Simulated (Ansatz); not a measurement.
## A trial form of Si2S

Computed with DFT PBE, scalar-relativistic, plane waves, PAW in Ansatz 0.2.0. Cutoff 420 eV, Gaussian smearing, Γ-centred meshes. Cell and atoms relax first on a coarse mesh and then on a finer one. In between, the cell is made exact in the group found at 0.06 Å. In metals the finer mesh still leaves noise of several meV/atom or more. The steps can't lower the symmetry of their start. No spin polarisation.

Recipe of this trial structure of Si2S: ordered vacancies on the anion sites of rock salt (P4/mmm, No. 123) (occupants of the shared sites, in ratio, S: 1, vacant: 1). The dimensions are guesses.

Space group P4/mmm (No. 123). a = 3.151 Å, b = 3.151 Å, c = 4.456 Å, α = 90.00°, β = 90.00°, γ = 90.00°
| atom | site | symmetry | x | y | z |
| --- | --- | --- | --- | --- | --- |
| Si | 1a | 4/mmm | 0.0000 | 0.0000 | 0.0000 |
| Si | 1d | 4/mmm | 0.5000 | 0.5000 | 0.5000 |
| S | 1b | 4/mmm | 0.0000 | 0.0000 | 0.5000 |

The zero of energy is the elements' standard structures at the same level; no fitted shifts are applied.

Task: Which structure results?

Result: The symmetry stays P4/mmm (No. 123). The volume per atom grows by 37.1 %, from 14.7 to 20.2 Å³. The shortest distance goes from 2.23 Å (Si–S) to 2.47 Å (Si–S). The energy falls by about 0.31 eV/atom (the start's value is from the coarse mesh). Conventional cell: a = 3.488 Å, c = 4.985 Å. Around Si on its first site lie 2 S at 2.49 Å; Si on its second site has 4 S at 2.47 Å; S has 6 Si at 2.47–2.49 Å.

Space group P4/mmm (No. 123). a = 3.488 Å, b = 3.488 Å, c = 4.985 Å, α = 90.00°, β = 90.00°, γ = 90.00°
```json
{"atom": "Si", "site": "1a", "symmetry": "4/mmm", "x": "0.0000", "y": "0.0000", "z": "0.0000"}
{"atom": "Si", "site": "1d", "symmetry": "4/mmm", "x": "0.5000", "y": "0.5000", "z": "0.5000"}
{"atom": "S", "site": "1b", "symmetry": "4/mmm", "x": "0.0000", "y": "0.0000", "z": "0.5000"}
```

Task: Give its energy and gap.

Result: The energy over the elements is +0.74 eV/atom and the gap on the 14×14×10 mesh of the 3-atom cell is 0 eV (a metal).

The separate elements lie lower, so it is unstable against them.

The last run used Gaussian smearing of 0.10 eV. The reference form of S is held partly by dispersion forces, which this level lacks. A structure relaxed within its symmetry needn't be a true minimum.
